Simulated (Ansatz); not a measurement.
Method: DFT PBE, scalar-relativistic, plane waves, PAW, and for the lanthanide a 4f-in-core norm-conserving potential (Ansatz 0.2.0). All cells share a 660 eV cutoff and Γ-centred k meshes spaced at most about 0.3 Å⁻¹ (about 0.25 or finer for metals, 2π included). No spin polarisation in the final relaxations.

All energies are static (0 K, no zero-point motion).

Compare these two cells of NdS₅, each relaxed at this level.

A.

```
Nd S
1.0
     0.00000    3.80194    3.80194
     3.80194    0.00000    3.80194
     3.80194    3.80194    0.00000
Nd S
1 5
Cartesian
  0.0000 0.0000 0.0000
  1.9010 1.9010 1.9010
  2.8611 2.8611 4.7427
  2.8611 4.7427 2.8611
  4.7427 2.8611 2.8611
  4.7427 4.7427 4.7427
```

B.

```
Nd S
1.0
     5.52794    0.00000    0.00000
     0.00000    5.52794    0.00000
     0.00000    0.00000    5.52794
Nd S
1 5
Direct
  0.50000 0.50000 0.50000
  0.21979 0.21979 0.21979
  0.78021 0.78021 0.21979
  0.78021 0.21979 0.78021
  0.21979 0.78021 0.78021
  0.00000 0.00000 0.00000
```

Problem. Which form is favoured at zero pressure, and by what margin per atom?

Solution. They are level within the accuracy (6 meV/atom apart, with A the lower in these runs). A has space group F-43m (No. 216), 18.3 Å³/atom and no gap on its mesh; B has space group P-43m (No. 215), 28.2 Å³/atom and no gap. Counting S atoms around Nd (those within 1.25 times the shortest such distance or 1.15 times the sum of covalent radii, 1.27 where that leaves under three), A has Nd 16 and B has Nd 4. B holds S–S units of three or more atoms (shortest 2.10 Å); in A the shortest S–S distance is 2.66 Å, near bonding range too. In A, Nd has 16 S at 3.16–3.29 Å; around S on a site of symmetry -43m lie 12 S at 3.15 Å and 4 Nd at 3.29 Å; around S on a site of symmetry 3m lie 6 S at 2.66–2.72 Å, 3 S at 3.15 Å and 3 Nd at 3.16 Å. In B, Nd has 4 S at 2.68 Å; S on a site of symmetry 3m is surrounded by 1 S at 2.10 Å and 1 Nd at 2.68 Å; S on a site of symmetry -43m has 4 S at 2.10 Å. Both come from invented guesses. A third cell relaxed alike, in R-3m, lies 0.51 eV/atom below the lower of the two.

The k mesh leaves some 4 meV/atom of noise in the energy of each metallic cell. In F-43m, P-43m an odd number of valence electrons (the lanthanide is held trivalent, its 4f shell in the core) allows no gap without spin; another valence of the lanthanide, a larger cell or a magnetic state could open one. A magnetic state wasn't ruled out in cells without spin, among them F-43m, P-43m. Cells relaxed within their symmetry can be saddle points.

The lanthanide is trivalent by construction, without f bands, f moments or other valences.
